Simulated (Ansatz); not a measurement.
InP:
```cif
data_InP
_chemical_formula_sum 'P1 In1'
_space_group_name_H-M_alt 'P 1'
_space_group_IT_number 1
_cell_length_a 4.15654
_cell_length_b 4.15654
_cell_length_c 4.15654
_cell_angle_alpha 60.000
_cell_angle_beta 60.000
_cell_angle_gamma 60.000
loop_
_space_group_symop_operation_xyz
  'x, y, z'
loop_
_atom_site_label
_atom_site_type_symbol
_atom_site_fract_x
_atom_site_fract_y
_atom_site_fract_z
_atom_site_occupancy
P1 P 0.75000 0.75000 0.75000 1
In1 In 0.00000 0.00000 0.00000 1
```

Relaxed with PBEsol. DFT-PBEsol in the program Ansatz with PAW potentials gives a gap of 0.57 eV.

Task: What gap does HSE06 give on the same cell (Ansatz, PAW)?

Result: 1.45 eV, 0.88 eV more. The hybrid was solved on a coarser mesh and at special points; its gap is the smallest among all of these.

| k | v1 PBEsol | c1 PBEsol | v1 HSE06 | c1 HSE06 |
|---|---|---|---|---|
| Γ | 0.00 | 0.57 | 0.00 | 1.45 |
| X | -2.32 | 1.65 | ___ | ___ |
| L | -0.97 | 1.38 | ___ | ___ |
| W | -2.92 | 4.19 | ___ | ___ |
| K | -1.94 | 2.25 | ___ | ___ |

Task: Top valence (v1) and lowest conduction level (c1) in eV from each method's valence maximum (which need not be a listed point): supply the withheld HSE06 values.

Result: 
- W, v1 HSE06: -3.11
- W, c1 HSE06: 5.04
- X, v1 HSE06: -2.51
- X, c1 HSE06: 2.38
- K, v1 HSE06: -2.09
- K, c1 HSE06: 3.05
- L, v1 HSE06: -1.05
- L, c1 HSE06: 2.23

Cost on shared cores: the PBEsol run (SCF on a 8×8×8 mesh, then bands and DOS) very roughly 19 core-seconds, the HSE06 run (SCF on 6×6×6, then a few points) about 2.9 core-minutes (a rough figure); the tasks are unlike.

Space group F-43m (zinc blende). Symmetry was held in the PBEsol relaxation. Scalar-relativistic: spin–orbit coupling is off unless named, which matters more the heavier the elements.

Potentials: the later of the program's two PAW sets.
